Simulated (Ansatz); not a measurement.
Be3Ir in space group I4/mmm (No. 139; Be on 4d, Be on 2b, Ir on 2a), r²SCAN (plane waves, PAW; program Ansatz), all energies at zero smearing, with the estimated change up to a 700 eV cutoff added, with one set of potentials and settings (totals compare only within such a set). Cell of 4 atoms (3 Be, 1 Ir): -12230.635 eV.

```
element                reference phase  E (eV/atom)
-------  -----------------------------  -----------
Be       P6_3/mmc, 2 atoms in the cell     -93.3347
Ir          Fm-3m, 1 atoms in the cell  -11948.7272
```

Formation energy per atom, worked out: (-12230.635 − 3×(-93.3347) − 1×(-11948.7272))/4 = -0.476 eV/atom (-46 kJ per mol of atoms), at 0 K, without zero-point energy or fitted corrections.

The workflow started from a Materials Project entry (that database holds measured and hypothetical structures alike); the Crystallography Open Database copy checked does not list it. With Be and Ir taken as one species the cell has the higher symmetry Fm-3m, so it may be an ordered model of a mixed-site phase. Whether it is the stable phase at ambient conditions was not checked. Symmetry was held in the r²SCAN relaxation; whether a distortion lowers the energy is not shown. No spin polarisation was allowed. The references are the lowest solids computed at this level, not always the standard phases. Scalar-relativistic: spin–orbit coupling is off unless named, which matters more the heavier the elements.

Potentials: the later of the program's two PAW sets.
